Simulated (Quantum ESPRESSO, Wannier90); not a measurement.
# Wannierisation of BaTiO₃ (P4mm)

```
CELL_PARAMETERS angstrom
      3.99038     0.00000     0.00000
      0.00000     3.99038     0.00000
      0.00000     0.00000     4.10266
ATOMIC_POSITIONS crystal
  Ba 0.50000 0.50000 0.58254
  Ti 0.00000 0.00000 0.10004
  O  0.00000 0.50000 0.06422
  O  0.50000 0.00000 0.06422
  O  0.00000 0.00000 0.54897
```

Cell from Materials Project (mp-5986), symmetrised, no further relaxation. COD (Crystallography Open Database) has the formula in 5 space groups, this one among them (matched by group alone). Method: PBEsol plane waves in Quantum ESPRESSO 7.5 (PseudoDojo norm-conserving files, 68 Ry, no spin polarisation, no spin-orbit coupling), Bloch states on a 8×8×8 mesh through Γ, Wannier90 4.0.1. Density: 8×8×8 mesh, cold smearing 0.01 Ry. Spin-orbit coupling is left out although heavy elements are present.

The plane-wave run has 38 bands and 40 electrons a cell. On the energy scale of pw.x, whose zero is arbitrary, the valence-band maximum lies at 10.08 eV.

Isolated groups of bands, relative to the valence-band maximum (bands from 21 on overlap up to the last one computed):

| bands | from (eV) | to (eV) | filling | weight on atomic waves |
|---|---|---|---|---|
| 1 | -56.29 | -56.29 | filled | Ti 3s 96 % |
| 2–4 | -32.75 | -32.63 | filled | Ti 3p 98 % |
| 5 | -24.82 | -24.57 | filled | Ba 5s 94 % |
| 6–8 | -17.03 | -15.80 | filled | O 2s 85 %, Ti 3d 5 %, Ti 4s 4 % |
| 9–11 | -10.73 | -9.55 | filled | Ba 5p 91 %, O 2p 5 % |
| 12–20 | -4.54 | 0.00 | filled | O 2p 82 %, Ti 3d 11 % |

Input w.win, without the blocks of cell, atoms and k-points (512 lines):

```
num_bands = 27
num_wann = 14
exclude_bands = 1-11
num_iter = 1000
conv_tol = 1.0e-6
conv_window = 4
dis_num_iter = 1000
dis_conv_tol = 1.0e-6
dis_froz_max = 15.39
write_hr = true
write_u_matrices = true
begin projections
f=0.00124,0.00242,0.08814: d
f=-0.01037,0.49585,0.06974: p
f=0.49987,-0.00344,0.07594: p
f=-0.00872,-0.00878,-0.44913: p
end projections
mp_grid = 8 8 8
```

wannier90.x stops with:
```
dis_windows: More states in the frozen window than target WFs
```
At some k-point more bands lie below dis_froz_max than there are Wannier functions, and every frozen state has to fit into the subspace. Mended as below, all else unchanged, the run goes through (Ω_I = 14.3 Å²) and follows the plane-wave bands to 0.2 meV rms (states up to 2.8 eV relative to the valence-band maximum).
```
dis_froz_max = 13.39
```
